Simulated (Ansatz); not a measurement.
Input file for Ansatz (an electronic-structure program):

Ansatz 0.2 input:
```yaml
crystal:
  lattice:
    - [4.147367971, 0.0, 0.0]
    - [0.0, 4.147367971, 0.0]
    - [0.0, 0.0, 4.147367971]
  atoms:
    - { symbol: Ba, position: [0.0, 0.0, 0.0] }
    - { symbol: Zr, position: [0.5, 0.5, 0.5] }
    - { symbol: O, position: [0.5, 0.0, 0.5] }
    - { symbol: O, position: [0.0, 0.5, 0.5] }
    - { symbol: O, position: [0.5, 0.5, 0.0] }
kpoints:
  mp_grid: { grid: [7, 7, 7] }
hamiltonian:
  xc: lda
  pseudopotentials: { kind: paw }
scf:
  occupations: { method: fixed }
phonons:
  method: dfpt
  response_accuracy: low
  eigenvectors: true
  rigid_motions: translations
  dielectric: true
  raman: true
```

Output (shortened):

```
zone centre: on kpoints.mp_grid the ground state, and the responses unless they are solved on pairs of k-points, stand on 100 of the mesh's 343 k-points, …
Pseudopotentials: kind: paw
Pseudopotential: Ba, paw, valence charge 10
Pseudopotential: Zr, paw, valence charge 12
Pseudopotential: O, paw, valence charge 6
Functional definition: SPW92
Crystal: 5 atoms, lattice volume = 71.337 Å³
Basis set: ecut = 420 eV, 1365 PW (Γ), exchange–correlation on 60×60×60 points (8 copies of the dense FFT grid, shifted against one another)
Bands: 25, of which v1, the nominal top of the filled ones, is band 20 counted from 1 (19 counted from 0)
Symmetry: 48 space group operations
k-points: 100 of 343 (irreducible under 2 space group operations, time reversal used)
PAW frozen core: Ba, regenerated for the run's functional, and the local potential with it
PAW frozen core: Zr, regenerated for the run's functional, and the local potential with it
PAW frozen core: O, regenerated for the run's functional, and the local potential with it
Initial wavefunctions: pseudopotential atomic-orbital guess
Eigensolver: davidson
Functional: x = slater, c = lda
SCF iter   1: F=—  HF=-11532.435605 eV  |F-HF|=—  |Δ(HF+E_count)|=         —  Δρ=1.66e-2  dr2=1.82e-1  ethr=1.77e-3  ⟨swp⟩=4.7  Hψ=10834  notcnv=0  defer=210
all-band conjugate gradients solve this SCF's bands
preconditioner: auto → Resta (q_TF=auto, 2.478 Å⁻¹)
SCF iter   2: F=—  HF=-11532.394995 eV  |F-HF|=—  |Δ(HF+E_count)|=   4.06e-2  Δρ=5.97e-3  dr2=1.21e-2  ethr=4.54e-4  ⟨swp⟩=2.1  Hψ=4605  notcnv=0  defer=258
SCF iter   3: F=—  HF=-11532.391861 eV  |F-HF|=—  |Δ(HF+E_count)|=   3.13e-3  Δρ=2.07e-3  dr2=1.53e-3  ethr=3.02e-5  ⟨swp⟩=2.4  Hψ=4137  notcnv=0  defer=283
SCF iter   4: F=—  HF=-11532.391450 eV  |F-HF|=—  |Δ(HF+E_count)|=   4.11e-4  Δρ=2.14e-4  dr2=1.87e-5  ethr=3.81e-6  ⟨swp⟩=2.2  Hψ=4256  notcnv=0  defer=279
SCF iter   5: F=—  HF=-11532.391449 eV  |F-HF|=—  |Δ(HF+E_count)|=   1.58e-6  Δρ=2.62e-5  dr2=4.97e-7  ethr=4.69e-8  ⟨swp⟩=1.4  Hψ=2554  notcnv=0  defer=126
SCF iter   6: F=—  HF=-11532.391449 eV  |F-HF|=—  |Δ(HF+E_count)|=   1.10e-8  Δρ=5.14e-6  dr2=1.75e-8  ethr=1.24e-9  ⟨swp⟩=2.1  Hψ=4294  notcnv=0  defer=111
SCF iter   7: F=—  HF=-11532.391449 eV  |F-HF|=—  |Δ(HF+E_count)|=   7.52e-9  Δρ=9.21e-7  dr2=5.53e-10  ethr=4.37e-11  ⟨swp⟩=2.3  Hψ=4111  notcnv=0  defer=111
SCF iter   8: F=-11532.391449 eV  HF=-11532.391449 eV  |F-HF|=1.82e-12  |Δ(HF+E_count)|=  1.40e-10  Δρ=1.34e-7  dr2=9.90e-12  ethr=1.00e-12  ⟨swp⟩=12.4  Hψ=18598  notcnv=0
SCF 1 converged in 8 iterations: F = -11532.391449 eV  dr2 = 9.90e-12
NSCF: frozen V_eff on 7 k-points
DFPT response loops at Γ: preconditioner auto → none (the input reference at scf.mixing.eps_inf says where Resta's filter doesn't serve); β = 0.50 …
── the response to a field inside a basis, on 8×8×8 k-points: an SCF that follows is theirs, and a resumed run solves both again ──
Crystal: 5 atoms, lattice volume = 71.337 Å³
Bands: 21, of which v1, the nominal top of the filled ones, is band 20 counted from 1 (19 counted from 0)
k-points: 20
Initial density: handed on by an earlier stage of this run
Initial wavefunctions: pseudopotential atomic-orbital guess (no wavefunctions were taken with the density)
Eigensolver: Dense (20 Hₖ)
SCF iter   1: F=—  HF=-11532.388953 eV  |F-HF|=—  |Δ(HF+E_count)|=         —  Δρ=5.16e-4  dr2=3.89e-5  ethr=1.00e-1
all-band conjugate gradients don't solve this SCF's bands (scf.eigensolver.kind)
preconditioner: auto → Resta (q_TF=auto, 2.478 Å⁻¹)
SCF iter   2: F=—  HF=-11532.388939 eV  |F-HF|=—  |Δ(HF+E_count)|=   1.45e-5  Δρ=2.17e-4  dr2=1.41e-5  ethr=9.71e-8
SCF iter   3: F=—  HF=-11532.388935 eV  |F-HF|=—  |Δ(HF+E_count)|=   3.22e-6  Δρ=1.09e-4  dr2=1.59e-6  ethr=3.53e-8
SCF iter   4: F=—  HF=-11532.388935 eV  |F-HF|=—  |Δ(HF+E_count)|=   6.44e-7  Δρ=4.41e-6  dr2=1.58e-8  ethr=3.99e-9
SCF iter   5: F=—  HF=-11532.388935 eV  |F-HF|=—  |Δ(HF+E_count)|=   4.30e-9  Δρ=7.00e-7  dr2=2.90e-10  ethr=3.94e-11
SCF iter   6: F=-11532.388935 eV  HF=-11532.388935 eV  |F-HF|=1.82e-12  |Δ(HF+E_count)|=  1.82e-11  Δρ=8.48e-8  dr2=4.64e-12  ethr=1.00e-12
SCF 1 converged in 6 iterations: F = -11532.388935 eV  dr2 = 4.64e-12
DFPT response loops at Γ: mixed as the last ones told, above
DFPT response loops at Γ: mixed as the last ones told, above
SCF converged after 8 iterations
Free energy (F): -11532.391449 eV
Harris-Foulkes:  -11532.391449 eV  (|F-HF|=1.82e-12)
Internal energy: -11532.391449 eV  (E = F + TS)
E sigma→0 (E₀):  -11532.391449 eV
Fermi energy:    9.808730 eV
--- Per-component energies (eV) ---
  E_band       = -84.399664
  E_kinetic    = 1033.120638
  E_local      = -1909.491762  (includes V_loc(G=0)·N_el)
  E_nonlocal   = 289.155428
  E_hartree    = 673.199512
  E_xc         = -550.082162
  E_vxc        = -612.904212  (∫ρ·V_xc dr)
  E_paw        = -8346.906960  (= ΣΔE_a)
  E_vpaw       = -230.686408  (= ΣTr[D̂ρ^β])
  E_aug_tail   = 0.007652  (compensation charges beyond the density's cutoff)
  E_ewald      = -2722.337475
  E_core_change = 0.943681  (= ΣΔE_core)
  E_smearing   =  0.000000  (= −TS)
  E_closure    =  0.000000  (closes the sum)
  Σ components = -11532.391449   (vs F -11532.391449, Δ=0.00e0)
  [band-id]    e_kinetic+e_local+e_nonlocal+2·e_hartree+e_vxc+e_vpaw+e_augmentation_tail = -84.399640   (vs E_band -84.399664, Δ=2.38e-5)
--- Band table (eV; the first three rows and the last of 100) ---
  k-point 0: bands = ["-36.7059", "-15.1231", "-14.9894", "-14.9894", "-14.9894", "-6.2260", "-5.9477", "-5.9477", "-0.2359", "-0.2359", "-0.2359", "8.4873", "8.4873", "8.4873", "8.8031", "8.8031", "8.8031", "9.7173", "9.7173", "9.7173", "13.0659", "13.0659", "13.0659", "14.5350", "14.5350"]
  k-point 1: bands = ["-36.7052", "-15.2015", "-14.9877", "-14.9877", "-14.9519", "-6.2333", "-5.9428", "-5.7938", "-0.2210", "-0.2210", "-0.1863", "8.1524", "8.4054", "8.4054", "8.6093", "8.6093", "8.6501", "9.1658", "9.6501", "9.6501", "13.1307", "13.5519", "13.5519", "14.8695", "14.8739"]
  k-point 2: bands = ["-36.7036", "-15.3376", "-14.9840", "-14.9840", "-14.9031", "-6.3406", "-5.9315", "-5.3290", "-0.1871", "-0.1871", "-0.0763", "7.1624", "8.1740", "8.1740", "8.2858", "8.2858", "8.3459", "8.4387", "9.5528", "9.5528", "13.2905", "14.6258", "14.6258", "15.6382", "15.7159"]
  k-point 99: bands = ["-36.6981", "-15.2718", "-15.2510", "-15.0299", "-14.9838", "-5.8878", "-5.0411", "-5.0330", "-0.4035", "-0.3903", "-0.1516", "6.1765", "6.2717", "6.3201", "7.4019", "7.4148", "8.5352", "9.0171", "9.1015", "9.7651", "15.7353", "15.7412", "16.3812", "16.7787", "17.7949"]
  band table: 25 of 25 bands, residual norms ≤ 1.0e-3 eV
--- Phonons (Γ-DFPT): 4 representative perturbations + reference, on 100 of 343 k-points (Σ response iterations 12) ---
  k mesh reduced under 2 symmetry operations, with k and −k counted as one. Each operation leaves every solved perturbation unchanged …
  ASR residual: 1.933e-4 → 0.000e0 eV/Å²; symmetrization residual: 1.634e-4 eV/Å²
  ASR residual per site (eV/Å²): 3.35e-5 3.18e-5 1.93e-4 1.93e-4 1.93e-4
  Γ frequencies (cm⁻¹): 0.00 0.00 0.00 91.26 91.26 91.26 167.65 167.65 167.65 193.44 193.44 193.44 527.05 527.05 527.05
  ε∞ (high-frequency dielectric tensor):
        4.911845     0.000000     0.000000
        0.000000     4.911845     0.000000
        0.000000     0.000000     4.911845
  ε⁰ (static dielectric tensor: ions relaxed, cell fixed):
       71.011443     0.000000     0.000000
        0.000000    71.011443     0.000000
        0.000000     0.000000    71.011443
  ε⁰ − ε∞ (ionic part):
       66.099598     0.000000     0.000000
        0.000000    66.099598     0.000000
        0.000000     0.000000    66.099598
  softest optical mode at Γ: 91.26 cm⁻¹; the repairs (sum rule, projections) moved no ω² at Γ by more than (6.70 cm⁻¹)²
  Born effective charges Z* (e; rows j = field, columns β = displacement):
    site 0:
         2.74800    0.00000    0.00000
         0.00000    2.74800    0.00000
         0.00000    0.00000    2.74800
    site 1:
         6.09645    0.00000    0.00000
         0.00000    6.09645    0.00000
         0.00000    0.00000    6.09645
    site 2:
        -2.03054    0.00000    0.00000
         0.00000   -4.78336    0.00000
         0.00000    0.00000   -2.03054
    site 3:
        -4.78336    0.00000    0.00000
         0.00000   -2.03054    0.00000
         0.00000    0.00000   -2.03054
    site 4:
        -2.03054    0.00000    0.00000
         0.00000   -2.03054    0.00000
         0.00000    0.00000   -4.78336
  Z* charge neutrality: 8.201e-4 e pre-enforcement
  solved inside a basis spanned on kpoints, on 8×8×8 k-points transformed towards the longest dipole: ε∞ is read to err by 1.4e-2, Z* by 2.0e-2 e (field_mesh …
  Raman tensors (in the event stream and the table raman_tensors.tsv) …
  optical modes at Γ without the LO–TO term, one row a degenerate level:
      ω (cm⁻¹)  modes    IR ((D/Å)²/amu)  static Raman (Å⁴/amu)  depolarisation
         91.26      3            39.9751                 0.0000               —
        167.65      3             0.0000                 0.0000               —
        193.44      3            59.5490                 0.0000               —
        527.05      3            67.1368                 0.0000               —
  optical modes at Γ + LO–TO along q̂ = [1.0000, 0.0000, 0.0000]:
      ω (cm⁻¹)  modes    IR ((D/Å)²/amu)  static Raman (Å⁴/amu)  depolarisation
         91.26      2            26.6501                 0.0000               —
        136.22      1             0.1471                 0.0000               —
        167.65      3             0.0000                 0.0000               —
        193.44      2            39.6993                 0.0000               —
        363.26      1             6.5112                 0.0000               —
        527.05      2            44.7578                 0.0000               —
        714.96      1            48.8953                 0.0000               —
  optical modes at Γ + LO–TO along q̂ = [0.0000, 1.0000, 0.0000]:
      ω (cm⁻¹)  modes    IR ((D/Å)²/amu)  static Raman (Å⁴/amu)  depolarisation
         91.26      2            26.6501                 0.0000               —
        136.22      1             0.1471                 0.0000               —
        167.65      3             0.0000                 0.0000               —
        193.44      2            39.6993                 0.0000               —
        363.26      1             6.5112                 0.0000               —
        527.05      2            44.7578                 0.0000               —
        714.96      1            48.8953                 0.0000               —
  optical modes at Γ + LO–TO along q̂ = [0.0000, 0.0000, 1.0000]:
      ω (cm⁻¹)  modes    IR ((D/Å)²/amu)  static Raman (Å⁴/amu)  depolarisation
         91.26      2            26.6501                 0.0000               —
        136.22      1             0.1471                 0.0000               —
        167.65      3             0.0000                 0.0000               —
        193.44      2            39.6993                 0.0000               —
        363.26      1             6.5112                 0.0000               —
        527.05      2            44.7578                 0.0000               —
        714.96      1            48.8953                 0.0000               —
```

Cost: about 4 core-minutes (a rough figure) on shared cores.

Space group Pm-3m (cubic perovskite). The LDA relaxation kept the symmetry of its start. At this level the phase is dynamically unstable (imaginary phonons). No spin polarisation was allowed. Scalar-relativistic: spin–orbit coupling is off unless named, which matters more the heavier the elements.

Potentials: the later of the program's two PAW sets.

Ansatz is a plane-wave DFT program.
